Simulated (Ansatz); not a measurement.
Cu Kα1 powder pattern (kinematic, no thermal factors).
| 2θ (°) | relative intensity |
| --- | --- |
| 20.43 | 10 |
| 22.01 | 1 |
| 29.06 | 18 |
| 33.45 | 29 |
| 36.75 | 100 |
| 39.51 | 4 |
| 41.56 | 2 |
| 44.88 | 12 |
| 46.74 | 13 |
| 54.36 | 2 |
| 58.68 | 13 |
| 60.23 | 3 |
| 61.96 | 23 |
| 64.30 | 8 |
| 64.93 | 18 |
| 68.24 | 1 |
| 70.27 | 4 |
| 70.67 | 3 |
| 74.45 | 11 |
| 77.78 | 2 |
| 78.16 | 2 |
| 80.10 | 1 |
| 84.69 | 9 |
| 87.36 | 9 |
| 88.69 | 4 |
| 89.06 | 1 |

The pattern is computed from a structure relaxed with DFT PBE, scalar-relativistic, plane waves, PAW (Ansatz). No spin polarisation. Its elements are C, Hf.

Give the structure.

Hf₄C.
Space group I4/m (No. 87). a = 6.141 Å, b = 6.141 Å, c = 5.354 Å, α = 90.00°, β = 90.00°, γ = 90.00°
```tsv
atom	site	symmetry	x	y	z
Hf	8h	m..	0.1577	0.3257	0.0000
C	2a	4/m..	0.0000	0.0000	0.0000
```

A pattern alone doesn't exclude other cells with like lines; this is the one computed.

Another cell of Hf4C relaxed alike, in P-3m1, lies 0.62 eV/atom lower, so this cell isn't the stable form at this level.

The cell was found from a structure generator's guess, not taken from experiment.
